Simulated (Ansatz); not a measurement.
ZrO$_{2}$ in space group P4_2/nmc (No. 137; Zr on 2a, O on 4d), the program Ansatz at the PBEsol level (PAW), all energies at zero smearing, with the estimated change up to a 700 eV cutoff added, with one set of potentials and settings (totals compare only within such a set). Cell of 6 atoms (2 Zr, 4 O): -10511.466 eV.

| element | reference phase | E (eV/atom) |
|---|---|---|
| Zr | Cmmm, 3 atoms in the cell | -4128.6684 |
| O | C2/m, 4 atoms in the cell, spin-polarised | -558.3609 |

Formation energy per atom, worked out: (-10511.466 − 2×(-4128.6684) − 4×(-558.3609))/6 = -3.448 eV/atom (-333 kJ per mol of atoms), at 0 K, without zero-point energy or fitted corrections.

This is a known high-temperature phase of the composition, computed here at zero pressure and temperature. The PBEsol relaxation kept the symmetry of its start; whether a distortion lowers the energy is not shown. The run is not spin-polarised. The references are the lowest solids computed at this level, not always the standard phases (solids in place of the gases).

Potentials: the earlier of the program's two PAW sets. The files were generated under PBE; for other functionals the program regenerates the frozen cores, and for LDA and PBEsol the local potential too.
